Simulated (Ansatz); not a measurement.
## Sb₂Se₃ — 123Sb NMR of the central transition

Cell: a COD entry, ions relaxed with PBE at fixed cell.

Space group Pnma (No. 62); a = 11.7700, b = 3.9620, c = 11.6200 Å.

```csv
site,Wyckoff,site symmetry,x,y,z
Sb1,4c,.m.,0.0256,0.2500,0.3284
Sb5,4c,.m.,0.1488,0.7500,0.0391
Se9,4c,.m.,0.0554,0.2500,0.8689
Se13,4c,.m.,0.1289,0.7500,0.4475
Se17,4c,.m.,0.2152,0.2500,0.1958
```

One atom of each set is listed.

The numbers come from a DFT calculation in Ansatz (PBE, plane waves and PAW, scalar-relativistic, 420 eV cutoff, Γ-centred 3×7×3 k-points, Fermi–Dirac smearing 0.02 eV).

123Sb has I = 7/2 and Q = -692.0 mb (Pyykkö 2018); at 14.1 T its Larmor frequency is ν₀ = 78.3 MHz (from the bare nuclear moment; shielding lowers the observed one by a per cent or two). Only the quadrupole interaction is simulated: positions count from each site's isotropic chemical shift, and shift anisotropy, dipolar and J coupling are left out.

Task: Simulate the second-order pattern (static powder, Gaussian broadening 400 kHz) of site Sb1 (3 Se at 2.71 Å; also 3 Se at 3.18 Å).

Result: The calculation gives C_Q = 174 MHz and η = 0.50, so ν_Q = 12.5 MHz and the centre of gravity lies at -13703 ppm (-1073 kHz).

(offset (kHz), height): (-5407.0, 0), (-5136.2, 6), (-4865.4, 28), (-4594.6, 41), (-4323.9, 44), (-4053.1, 46), (-3782.3, 48), (-3511.6, 51), (-3240.8, 53), (-2970.0, 57), (-2699.3, 61), (-2428.5, 67), (-2157.7, 75), (-1886.9, 91), (-1616.2, 100), (-1345.4, 87), (-1074.6, 77), (-803.9, 73), (-533.1, 71), (-262.3, 70), (8.4, 69), (279.2, 63), (550.0, 63), (820.8, 75), (1091.5, 97), (1362.3, 85), (1633.1, 55), (1903.8, 45), (2174.6, 39), (2445.4, 25), (2716.1, 6), (2986.9, 0)

At Sb1 V_zz stands upright on the plane through its three neighbours (within 11°).

With ν_Q/ν₀ up to 0.21, terms beyond second order are no longer negligible.

Without spin–orbit coupling (the program notes it for Sb) the gradients can shift somewhat, as the gap is small. With these PAW files V_zz is typically within 2 to 3 % of all-electron values, but misses above 10 % occur on Sb.

The relaxation (5 steps) took 2.8 min of wall time (5.6 min of CPU time) and 2.2 GiB at its peak, on 2 threads of Intel Xeon Platinum 8488C (Sapphire Rapids) (x86_64; 8 cores open to the job, memory cap 5.0 GiB, no GPU), a shared host with a load of 0.2 a core.
